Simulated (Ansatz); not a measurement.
FeO — ⁵⁷Fe Mössbauer parameters

Cell: a structure deposited in the COD, whose atoms a relaxation with PBE at fixed cell left in place.

```
Fe O
1.0
     1.51882    0.87689    2.51958
    -1.51882    0.87689    2.51958
     0.00000   -1.75378    2.51958
Fe O
1 1
Cartesian
  0.0000 0.0000 0.0000
  0.0000 0.0000 3.7794
```

Sites (sets of like atoms) are named by element and the number of their first atom in this list.

Level of theory: DFT, PBE, plane waves and PAW, scalar-relativistic, collinear spin, 420 eV cutoff, Γ-centred 13×13×13 k-points, Fermi–Dirac smearing 0.05 eV (Ansatz 0.2.0). Start moments as typed (μB): 4 on each Fe, none on the rest.

Isomer shifts (against α-Fe) follow from the electron density at the nucleus, δ = α(ρ − ρ₀), with α = -0.366 mm s⁻¹ a₀³ and ρ₀ = 14904.00 a₀⁻³ from a line fitted to 10 measured compounds at this level of theory (rms miss 0.11 mm/s). ΔE_Q = ½eQV_zz(1 + η²/3)^½ with Q = 0.160 b for the 14.4 keV state. B_c is the Fermi-contact field along the atom's own moment; orbital and dipolar fields are not included.

(1) Give the isomer shift and quadrupole splitting and contact field of each Fe site.

Answers

(1) 

```
site  atoms    first shell  ρ − ρ₀ (a₀⁻³)  δ (mm/s)  ΔE_Q (mm/s)     η  |m| (μB)  B_c (T)
  Fe      1  6 O at 2.16 Å          -3.06      1.12         0.01  0.00      3.45    -19.7
```



The run finds no gap above 0.1 eV (a metal, or nearly one), so the gradients can move by 10 % or more with the k-mesh. Semilocal functionals can leave a metal where correlation in the d or f shell opens a gap in the real compound, and that would change the values at and beside Fe. With these PAW files V_zz is typically within 2 to 3 % of all-electron values, but misses above 10 % occur on Fe. Measured FeO orders antiferromagnetically, but in this run all moments are parallel, as the start or the cell imposes: fields and spin densities carried over to other atoms belong to this order alone, and gaps, moments and gradients can differ too. Semilocal functionals underestimate the core's spin polarisation, so contact fields of ionic iron come out too small in magnitude. On Fe B_c is a small difference of large parts, and can be wrong severalfold and even in sign.
